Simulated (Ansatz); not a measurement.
## Equation of state of SrCl₂ and its gap

A database entry relaxed whole under r2SCAN (Fm-3m):

```yaml
crystal:
  lattice:
    - [0.00000, 3.49752, 3.49752]
    - [3.49752, 0.00000, 3.49752]
    - [3.49752, 3.49752, 0.00000]
  atoms:
    - { symbol: Sr, position: [0.00000, 0.00000, 0.00000] }
    - { symbol: Cl, position: [0.25000, 0.25000, 0.25000] }
    - { symbol: Cl, position: [0.75000, 0.75000, 0.75000] }
```

The cell was scaled uniformly, its shape held, and the atoms relaxed at each volume with plane-wave PAW DFT (Ansatz 0.2.0; r2SCAN, 500 eV, 8×8×8 Γ-centred mesh, fermi-dirac occupations of width 0.020 eV; no spin, no spin-orbit coupling). One row is withheld.

```
volume (Å³/atom)  energy over the lowest (meV/atom)  pressure (GPa)  gap over mesh and path (eV)
          26.811                               13.4            2.66                        5.955
          27.382                                5.7            1.67                        5.971
          27.952                                1.4            0.79                        5.984
          28.523                                0.0           -0.01                        5.937
          29.093                                  ?               ?                            ?
          29.663                                5.0           -1.35                        5.790
          30.234                               10.9           -1.92                        5.720
```

**Question.** Fit the pressures of the other rows to the third-order Birch-Murnaghan form.

**Answer.** With f = [(V₀/V)^(2/3) − 1]/2 and P = 3B₀f(1 + 2f)^(5/2)[1 + 3(B₀′ − 4)f/2], least squares gives V₀ = 28.52 Å³ an atom, B₀ = 37.5 GPa and B₀′ = 4.5; the rows miss the fit by less than 0.01 GPa. The slope of the energies differs from these pressures by less than 0.05 GPa.

**Question.** How does the gap move with volume?

**Answer.** It runs from 5.96 eV at the smallest volume to 5.72 eV at the largest, not along one parabola: a band edge changes its place in the zone on the way, so no one slope is given.

**Question.** What does the withheld row hold?

**Answer.** The fit gives -0.72 GPa at 29.093 Å³; the run gave -0.72 GPa and 1.3 meV an atom. Its gap is 5.863 eV.

Caveats: the shape of the cell was held; 0 K, fixed nuclei; the symmetry was kept, and this need not be the phase that is stable at 0 K; one mesh for all volumes; r2SCAN gaps lie as a rule under measured ones; pressure is positive in compression.
